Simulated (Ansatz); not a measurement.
Input file for Ansatz (a quantum-chemistry and plane-wave program):

Ansatz 0.2 input:
```yaml
crystal:
  lattice:
    - [0.0, 3.1231324084, 3.1231324084]
    - [3.1231324084, 0.0, 3.1231324084]
    - [3.1231324084, 3.1231324084, 0.0]
  atoms:
    - { symbol: Si, position: [0.0, 0.0, 0.0] }
    - { symbol: Ti, position: [0.5, 0.5, 0.5] }
    - { symbol: Ti, position: [0.25, 0.25, 0.25] }
    - { symbol: Ti, position: [0.75, 0.75, 0.75] }
kpoints:
  mp_grid: { grid: [7, 7, 7] }
hamiltonian:
  xc: hse06
  pseudopotentials: { kind: paw }
scf:
  occupations: { method: gaussian, width: 0.05 }
checkpoint: { read: metal.run }
output: { bader: true, populations: true }
```

Output (shortened):

```
WARN checkpoint.read: basis.xc_grid differs: saved 2, current 1 (points along each axis for each point of the dense box …
WARN checkpoint.read: where the exact-exchange loop starts from the saved orbitals it accepts no state on its first cycle, because this run solves another …
Pseudopotential: Si, paw, valence charge 4
Pseudopotential: Ti, paw, valence charge 12
Functional definition: HSE06
Crystal: 4 atoms, lattice volume = 60.926 Å³
Basis set: ecut = 420 eV, 1243 PW (Γ)
Bands: 24, of which v1, the nominal top of the filled ones, is band 20 counted from 1 (19 counted from 0)
Symmetry: 48 space group operations
Space group: Fm-3m (ITA 225), of the structure as read, at distance tolerance 3.9e-5 Å
k-points: 20 of 343
Exchange kernel: α = 0.2500, screened, ω = 0.2079 Å⁻¹, Wigner–Seitz truncation, v(0) = 1046.9295 eV·Å³, q-mesh 7×7×7, nearest image of the exchange supercell L …
Frozen-core exchange: fock
iter 1 solved again at ethr=1.94e-9 eV; its pass at ethr=1.00e-1 eV (dr2=7.78e-7 eV) is discarded
SCF iter   1: F=—  HF=-8134.339443 eV  |F-HF|=—  |Δ(HF+E_count)|=         —  Δρ=4.03e-5  dr2=1.82e-6  ethr=1.94e-9  ⟨swp⟩=4.4  Hψ=1734  notcnv=0
preconditioner: auto → Kerker (q_TF=auto, 2.544 Å⁻¹)
SCF iter   2: F=—  HF=-8134.339443 eV  |F-HF|=—  |Δ(HF+E_count)|=   2.19e-7  Δρ=1.65e-5  dr2=4.66e-7  ethr=1.94e-9  ⟨swp⟩=4.4  Hψ=1140  notcnv=0
SCF iter   3: F=—  HF=-8134.339448 eV  |F-HF|=—  |Δ(HF+E_count)|=   5.38e-6  Δρ=3.44e-5  dr2=1.20e-6  ethr=2.99e-10  ⟨swp⟩=4.6  Hψ=1356  notcnv=0
iter 4 solved again at ethr=5.16e-12 eV; its pass at ethr=2.99e-10 eV (dr2=2.06e-9 eV) is discarded
SCF iter   4: F=-8134.339448 eV  HF=-8134.339448 eV  |F-HF|=1.02e-9  |Δ(HF+E_count)|=   1.70e-7  Δρ=3.03e-6  dr2=4.34e-9  ethr=5.16e-12  ⟨swp⟩=4.0  Hψ=2355  notcnv=0
SCF 1 converged in 4 iterations: F = -8134.339448 eV  dr2 = 4.34e-9
hybrid outer 1: dexx = +2.291e-8 eV, tail = 2.20e-8 eV
Crystal: 4 atoms, lattice volume = 60.926 Å³
Exchange kernel: α = 0.2500, screened, ω = 0.2079 Å⁻¹, Wigner–Seitz truncation, v(0) = 1046.9295 eV·Å³, q-mesh 7×7×7, nearest image of the exchange supercell L …
Frozen-core exchange: fock
SCF iter   1: F=—  HF=-8134.339448 eV  |F-HF|=—  |Δ(HF+E_count)|=         —  Δρ=2.31e-6  dr2=7.01e-9  ethr=2.50e-9  ⟨swp⟩=2.5  Hψ=971  notcnv=0
preconditioner: auto → Kerker (q_TF=auto, 2.544 Å⁻¹)
iter 2 solved again at ethr=1.20e-12 eV; its pass at ethr=1.24e-11 eV (dr2=4.80e-10 eV) is discarded
SCF iter   2: F=-8134.339448 eV  HF=-8134.339448 eV  |F-HF|=3.11e-10  |Δ(HF+E_count)|=  2.29e-10  Δρ=1.12e-6  dr2=2.11e-9  ethr=1.20e-12  ⟨swp⟩=2.8  Hψ=2042  notcnv=0
SCF 2 converged in 2 iterations: F = -8134.339448 eV  dr2 = 2.11e-9
hybrid outer 2: dexx = +4.472e-9 eV, tail = 4.48e-9 eV, Δε = 8.52e-5 eV (about 3.27e-5 eV left of the loop's levels)
the last iteration of the SCF fills more bands at one k-point than at another …
hybrid SCF converged: 2 outer / 6 inner (+0 warm-up), last move |dexx| = 4.47e-9 eV, tail = 4.48e-9 eV
Stability not checked (fock_operator)
Free energy (F): -8134.339448 eV
Frozen-core exchange: fock
Harris-Foulkes:  -8134.339448 eV  (|F-HF|=3.11e-10)
Internal energy: -8134.331566 eV  (E = F + TS)
E sigma→0 (E₀):  -8134.335507 eV
Entropy (-TS):   -0.007882 eV (-1.971 meV/atom)
Fermi energy:    13.990217 eV
--- Per-component energies (eV) ---
  E_band       = -502.392367
  E_kinetic    = 865.702081
  E_local      = -2554.528964  (includes V_loc(G=0)·N_el)
  E_nonlocal   = 42.359458
  E_hartree    = 1076.959393
  E_xc         = -284.237973
  E_vxc        = -334.856383  (∫ρ·V_xc dr)
  E_exx        = -123.878100  (= α·E_x^exact, valence–valence)
  E_paw        = -3596.299473  (= ΣΔE_a)
  E_vpaw       = -427.231964  (= ΣTr[D̂ρ^β])
  E_aug_tail   = 0.000369  (compensation charges beyond the density's cutoff)
  E_ewald      = -3559.833426
  E_core_change = -0.574930  (= ΣΔE_core)
  E_smearing   = -0.007882  (= −TS)
  E_closure    = 0.000000  (closes the sum)
  Σ components = -8134.339448   (vs F -8134.339448, Δ=0.00e0)
  [band-id]    e_kinetic+e_local+e_nonlocal+2·e_hartree+e_vxc+2·e_exx+e_vpaw+e_augmentation_tail = -502.392817   (vs E_band -502.392367, Δ=-4.51e-4)
--- Band table (eV; the first three rows and the last of 20) ---
  k-point 0: bands = ["-47.3636", "-47.2698", "-46.7131", "-22.0682", "-22.0682", "-22.0682", "-22.0075", "-22.0075", "-22.0075", "-21.3501", "-21.3501", "-21.3501", "3.0776", "10.7059", "10.7059", "10.7059", "11.4667", "11.4667", "13.6974", "13.6974", "13.6974", "16.7024"]
  k-point 1: bands = ["-47.3564", "-47.2728", "-46.7174", "-22.1157", "-22.0850", "-22.0850", "-21.9992", "-21.9992", "-21.9561", "-21.3599", "-21.3425", "-21.3425", "3.3201", "10.2584", "10.5832", "10.5832", "11.8603", "11.8603", "13.4894", "13.6374", "13.6374", "16.6127"]
  k-point 2: bands = ["-47.3380", "-47.2814", "-46.7272", "-22.1398", "-22.1131", "-22.1131", "-21.9903", "-21.9903", "-21.9358", "-21.3698", "-21.3257", "-21.3257", "3.9603", "9.2618", "10.5061", "10.5061", "12.6107", "12.6107", "13.1886", "13.5557", "13.5557", "16.0160"]
  k-point 19: bands = ["-47.3018", "-47.2998", "-46.7450", "-22.2857", "-22.1636", "-22.0940", "-22.0615", "-21.8786", "-21.8605", "-21.3658", "-21.3337", "-21.2869", "5.0848", "9.1817", "9.3613", "10.7218", "12.0301", "13.1399", "13.1959", "14.1655", "14.8155", "14.8296"]
  guard bands above this table: 2 of the run's 24 bands, where the rule asks 3 …
--- Löwdin populations: 4 sites ---
  site symbol       q [e]
     0     Si      4.6284
     1     Ti     11.8503
     2     Ti     11.5253
     3     Ti     11.5253
  spilling = 0.011770 (of n_electrons = 40.000000)
--- Bader charges: 4 sites ---
  site symbol  charge [e]  shift [e]
     0     Si     -1.8480     0.0050
     1     Ti      0.3606     0.0036
     2     Ti      0.7437     0.0043
     3     Ti      0.7437     0.0043
  shift: an alarm, by how much a part of what the PAW files miss would move the charge. Where it is large, compare
  with a run on PAW files of another source; a small one proves nothing
  estimated error of the sums over rays = 7.2e-4 e
```

Cost: around 2.6 core-minutes (rough) on shared cores.

A made-up cell: these elements were put on the sites of a structure type; the Crystallography Open Database copy checked does not list it. Its standing as an ambient phase is unchecked. The cell was relaxed with HSE06 under the symmetry of its start; whether a distortion lowers the energy is not shown. No spin polarisation was allowed. The volume moved by -25 % from the start of the relaxation.

Potentials: the later of the program's two PAW sets.

Ansatz is a plane-wave DFT program.
